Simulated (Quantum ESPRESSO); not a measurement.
Empty bands for a GW run on CaO (rock salt, space group Fm-3m, No. 225): 66 bands on a 6×6×6 mesh, PBEsol, PseudoDojo standard norm-conserving files, scalar-relativistic, Quantum ESPRESSO. The input, in which only the diagonalization keyword changes:

```
&CONTROL
  calculation = 'nscf'
  pseudo_dir = './pseudo'
  outdir = './out'
/
&SYSTEM
  ibrav = 0
  nat = 2
  ntyp = 2
  ecutwfc = 84.0
  ecutrho = 336.0
  occupations = 'fixed'
  force_symmorphic = .true.
  nbnd = 66
/
&ELECTRONS
  conv_thr = 2e-09
  diago_full_acc = .true.
  diago_thr_init = 1e-08
  diagonalization = 'david'
/
ATOMIC_SPECIES
O 15.9990 O.upf
Ca 40.0780 Ca.upf
CELL_PARAMETERS angstrom
  0.000000000000   2.381446722000   2.381446722000
  2.381446722000   0.000000000000   2.381446722000
  2.381446722000   2.381446722000   0.000000000000
ATOMIC_POSITIONS crystal
O   0.500000000000   0.500000000000   0.500000000000
Ca   0.000000000000   0.000000000000   0.000000000000
K_POINTS automatic
6 6 6 0 0 0
```

| diagonalization | mean iterations per k point | rough time | largest change of an eigenvalue (eV) |
|---|---|---|---|
| david | 21 | 1 | – |
| cg | 35 | within a factor of two | 4e-06 |
| paro | 15 | within a factor of two | 5e-09 |

An iteration means different work in each solver, so the counts don't rank them. Times are rough ratios from shared machines.

Geometry relaxed with PBEsol.
